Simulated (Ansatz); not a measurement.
Input:

Relaxed Cu (fcc, Cu type):

```yaml
crystal:
  lattice:
    - [3.62881, 0.00000, 0.00000]
    - [0.00000, 3.62881, 0.00000]
    - [0.00000, 0.00000, 3.62881]
  atoms:
    - { symbol: Cu, position: [0.00000, 0.00000, 0.00000] }
    - { symbol: Cu, position: [0.50000, 0.50000, 0.00000] }
    - { symbol: Cu, position: [0.50000, 0.00000, 0.50000] }
    - { symbol: Cu, position: [0.00000, 0.50000, 0.50000] }
```

In this cell atom 4 (Cu, nearest neighbour Cu at 2.566 Å; its periodic images, 3.6 Å or more away, move with it) is moved by s along Cartesian z, unit vector (0.000, 0.000, 1.000); all other atoms and the cell stay fixed.

Method: PBE (plane waves to 420 eV, PAW, scalar-relativistic; Ansatz, a program for electronic structure). k mesh 10×10×10 (Γ-centred), Fermi-Dirac smearing 0.05 eV. Energies are smeared free energies. With partly filled bands, energies and forces of such displacements shift with the k mesh and the smearing. Cu is run without spin polarisation. Cu was relaxed with its symmetry unable to fall. The PAW data are Ansatz's earlier set. The zero of ΔE is the undisplaced structure.

The scan covers s from -0.770 to 0.770 Å in 11 points.

Problem. Is this a single well or a double well?

Solution. A single well with its minimum at or next to zero displacement.

Problem. Is the energy the same for equal positive and negative displacements?

Solution. Even: the same for both signs. With its periodic images moving along, the atom's site symmetry in this cell is m-3m.

Problem. What is the energy change at s = 0.770 Å?

Solution. 2334 meV/cell.

Problem. What is the force constant k = d²E/ds² of this move at s = 0?

Solution. 6.66 eV/Å².

(For displaced atoms, the force is minus the slope of the energy, and its curvature is a force constant, which sets phonon frequencies.)
